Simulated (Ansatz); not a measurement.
CuI2:
```xyz
3
Lattice="3.9565 0.0000 0.0000 -1.9783 3.4265 0.0000 0.0000 0.0000 6.5396" Properties=species:S:1:pos:R:3 pbc="T T T"
Cu     0.0000     0.0000     0.0000
I      0.0000     2.2843     1.5654
I      1.9783     1.1422     4.9742
```
The run is spin-polarised, in the one order tried: ferromagnetic.

This is the r²SCAN+D4-relaxed structure.

Question: All from plane-wave PAW r²SCAN+D4 (Ansatz code), unless another level is named. Estimate the Bader charges.

Answer: Cu +0.58, I -0.29 e.

Question: And the net moment?

Answer: 0.33 μB per atom.

Space group P-3m1 (CdI2 type). The start of the workflow was typed in or built on a structure type; neither database checked (COD, Materials Project) lists it. Whether it is the stable phase at ambient conditions was not checked. The r²SCAN+D4 relaxation kept the symmetry of its start; whether a distortion lowers the energy is not shown. Magnetic state: ferromagnetic, the only order run, not a proven ground state. The cell computed holds one magnetic atom, so no antiferromagnetic order was within reach. Other orbital occupations within this spin state were not tried. No Hubbard U is applied. Spin–orbit coupling is left out wherever it is not named.

Potentials: the earlier of the program's two PAW sets.
